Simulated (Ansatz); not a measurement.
Here is the system:

Ti3AlC2:
```
Ti3AlC2
1.0
    3.05064     0.00000     0.00000
   -1.52532     2.64193     0.00000
    0.00000     0.00000    18.49587
Ti Al C
6 2 4
Direct
  0.66667   0.33333   0.37311
  0.33333   0.66667   0.62689
  0.33333   0.66667   0.87311
  0.66667   0.33333   0.12689
  0.00000   0.00000   0.50000
  0.00000   0.00000   0.00000
  0.00000   0.00000   0.75000
  0.00000   0.00000   0.25000
  0.33333   0.66667   0.43081
  0.66667   0.33333   0.56919
  0.66667   0.33333   0.93081
  0.33333   0.66667   0.06919
```

This is the PBEsol-relaxed structure.

**Question.** All from plane-wave PAW PBEsol (Ansatz code), unless another level is named. Give the highest zone-centre frequency.

**Answer.** 672 cm^-1.

**Question.** What about the Poisson's ratio?

**Answer.** 0.18.

Space group P6_3/mmc. The workflow started from a Materials Project entry (that database holds measured and hypothetical structures alike); the Crystallography Open Database files this formula in space group No. 194, but the cells were not matched. Whether it is the stable phase at ambient conditions was not checked. Symmetry was held in the PBEsol relaxation; whether a distortion lowers the energy is not shown. The run is not spin-polarised. As this level gives no gap, phonon frequencies hold no LO–TO term and depend on the k-mesh and smearing (Fermi–Dirac, 0.1 eV here).

Potentials: the earlier of the program's two PAW sets. The files were generated under PBE; for other functionals the program regenerates the frozen cores, and for LDA and PBEsol the local potential too.
